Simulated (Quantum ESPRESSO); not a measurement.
# Strain and stress in Ge7N

Calculated results; nothing here was measured. They come from pw.x of Quantum ESPRESSO 7.5, a plane-wave density functional program, with PseudoDojo standard norm-conserving files (v0.5 for PBE, v0.4.1 for LDA and PBEsol). The cells are made up: elements, strain and atom displacements were drawn at random, and nothing was relaxed. There is no spin polarisation, spin-orbit coupling or dispersion term.

The cell has 8 sites of a zincblende or diamond lattice. Sites 1 to 4 hold Ge Ge Ge Ge; sites 5 to 8 hold N Ge Ge Ge. Cell vectors in Å: (5.635, 0.024, 0.073); (0.024, 5.560, 0.016); (0.073, 0.016, 5.663). Settings: PBE, cutoff 1143 eV, 6 x 6 x 6 k mesh shifted by half a step, Fermi-Dirac smearing of 0.1 eV.

Each run adds the same linear strain along x, y and z to one cell, with the atoms carried along; the vectors above are those of run 4. Stress is positive in tension and P is minus a third of its trace. E is the free energy for each atom above the lowest run shown.

| run | strain (%) | s_xx (GPa) | s_yy (GPa) | s_zz (GPa) | s_xy (GPa) | P (GPa) | E (meV/atom) |
| --- | --- | --- | --- | --- | --- | --- | --- |
| 1 | -2.21 | -4.54 | -4.97 | -2.57 | -4.27 | 4.03 | 14.46 |
| 3 | -1.41 | -2.67 | -3.12 | -0.87 | -4.04 | 2.22 | 4.29 |
| 4 | -0.72 | -1.23 | -1.69 | 0.43 | -3.86 | 0.83 | 0.00 |
| 5 | 0.81 | 1.48 | 1.01 | 2.86 | -3.49 | -1.78 | 3.27 |
| 6 | 1.27 | 2.17 | 1.71 | 3.47 | -3.39 | -2.45 | 7.61 |
| 7 | 1.59 | 2.63 | 2.16 | 3.88 | -3.32 | -2.89 | 11.36 |
| 2 | -1.90 | ? | ? | ? | ? | ? | ? |

A rerun of one of these cells at 1437 eV and k mesh 8 x 8 x 8 moved values by no more than 0.002 eV in the cell's energy, 0.03 GPa in stress and 0.010 eV/Å in force.

## Worked fit

A parabola through the six runs shown gives P = -0.49 - 1.73 e + 0.141 e² GPa, with e in per cent and a scatter of 0.02 GPa. A linear strain of 1 % changes the volume by about 3 %, so the bulk modulus of this cell with clamped atoms is about 58 ± 1 GPa at e = 0. The error is the larger of the fit's own and the change that a cubic makes, rounded up.

## Withheld run

Question: what P should run 2 give?

The fit gives 3.31 GPa. The calculation gave 3.30 GPa.

| run | strain (%) | s_xx (GPa) | s_yy (GPa) | s_zz (GPa) | s_xy (GPa) | P (GPa) | E (meV/atom) |
| --- | --- | --- | --- | --- | --- | --- | --- |
| 2 | -1.90 | -3.79 | -4.23 | -1.89 | -4.18 | 3.30 | 9.91 |